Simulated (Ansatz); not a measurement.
Li2H6Pt in space group Fm-3m (No. 225; Li on 8c, H on 24e, Pt on 4a) under volume change, PBEsol in the plane-wave PAW code Ansatz, shape and atoms relaxed at each volume.

```
V (Å³/atom)  E − E(relaxed) (meV/atom)  P (GPa)
-----------  -------------------------  -------
7.287                              8.3     4.06
7.527                              3.5     2.47
7.767                              0.8     1.13
8.007                              0.0     0.00
8.247                              0.7    -0.95
8.488                              2.8    -1.74
8.728                              6.0    -2.46
```

Task: What does a third-order Birch–Murnaghan fit give for V₀, B₀ and B′?

Result: V₀ = 8.01 Å³/atom, B₀ = 34.6 GPa, B′ = 4.6.

The first step of the workflow began from a Materials Project structure, measured or hypothetical; the Crystallography Open Database copy checked does not list it. Its standing as an ambient phase is unchecked. The PBEsol relaxation kept the symmetry of its start; of distortions, only those at the zone centre were tested. The run is not spin-polarised. Scalar-relativistic: spin–orbit coupling is off unless named, which matters more the heavier the elements.

Potentials: the later of the program's two PAW sets.
